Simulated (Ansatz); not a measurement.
HfS2 in space group Pca2_1 (No. 29; Hf on 4a, S on 4a, S on 4a), plane-wave PAW PBE (Ansatz code). The conduction-band minimum lies on the S–Y line, 72 % of the way from S, with 2 equivalent valleys. Second derivatives d²E/dk² of the lowest band at one valley (eV·Å²), along Cartesian directions:

```tsv
direction	d²E/dk²
[100]	9.872
[010]	5.222
[001]	12.14
[110]	7.544
[101]	11.02
[011]	8.652
```

Problem. Find the principal effective masses, the density-of-states mass and the conductivity mass.

Solution. Off-diagonal terms follow from H_xy = H[110] − (H_xx + H_yy)/2, and m*/mₑ = 7.620 eV·Å² over each eigenvalue: 0.63, 0.77, 1.5. One valley's DOS mass (m₁m₂m₃)^(1/3) = 0.89, conductivity mass 3/(Σ 1/mᵢ) = 0.84 mₑ.

Problem. What effective density of states Nc follows at 300 K for parabolic valleys?

Solution. Nc = 2.509e19 × 2 × (0.89)^(3/2) ≈ 4.2e19 cm⁻³.

The start of the workflow was typed in or built on a structure type; neither database checked (COD, Materials Project) lists it. Its standing as an ambient phase is unchecked. Symmetry was held in the PBE relaxation; whether a distortion lowers the energy is not shown. The run is not spin-polarised. Scalar-relativistic: spin–orbit coupling is off unless named, which matters more the heavier the elements.

Potentials: the earlier of the program's two PAW sets.

Edges and masses are those of Kohn–Sham bands, whose gap is no quasiparticle gap.
